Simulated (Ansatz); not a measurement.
Sc2CCl2:
```cif
data_CCl2Sc2
_chemical_formula_sum 'Sc2 C1 Cl2'
_space_group_name_H-M_alt 'P 1'
_space_group_IT_number 1
_cell_length_a 3.42830
_cell_length_b 3.42830
_cell_length_c 8.92769
_cell_angle_alpha 90.000
_cell_angle_beta 90.000
_cell_angle_gamma 120.000
loop_
_space_group_symop_operation_xyz
  'x, y, z'
loop_
_atom_site_label
_atom_site_type_symbol
_atom_site_fract_x
_atom_site_fract_y
_atom_site_fract_z
_atom_site_occupancy
Sc1 Sc 0.66667 0.33333 0.63740 1
Sc2 Sc 0.33333 0.66667 0.36260 1
C1 C 0.00000 0.00000 0.50000 1
Cl1 Cl 0.66667 0.33333 0.17661 1
Cl2 Cl 0.33333 0.66667 0.82339 1
```

Relaxed with r²SCAN+D4.

Problem. Tabulate the valence density and the electron localisation function along the shortest Sc–Cl contact (2.58 Å), r²SCAN+D4 in the plane-wave PAW code Ansatz.

Solution. 

```
distance from Sc (Å)  density (e/Å³)   ELF
--------------------  --------------  ----
0.26                            7.02  0.28
0.39                            6.07  0.60
0.52                            4.45  0.76
0.65                            2.70  0.79
0.78                            1.38  0.69
0.90                            0.64  0.37
1.03                            0.35  0.13
1.16                            0.27  0.11
1.29                            0.30  0.31
1.42                            0.41  0.65
1.55                            0.59  0.81
1.68                            0.86  0.86
1.81                            1.25  0.87
1.94                            1.66  0.85
2.07                            1.84  0.78
2.20                            1.53  0.64
2.33                            0.78  0.41
```

The density is the valence pseudo-density with augmentation charge, so density and ELF within about 1 Å of a nucleus are not all-electron values.

Space group P-3m1. The first step of the workflow began from a Materials Project structure, measured or hypothetical; the Crystallography Open Database copy checked does not list it. Its standing as an ambient phase is unchecked. The r²SCAN+D4 relaxation kept the symmetry of its start; whether a distortion lowers the energy is not shown. The run is not spin-polarised.

Potentials: the later of the program's two PAW sets.
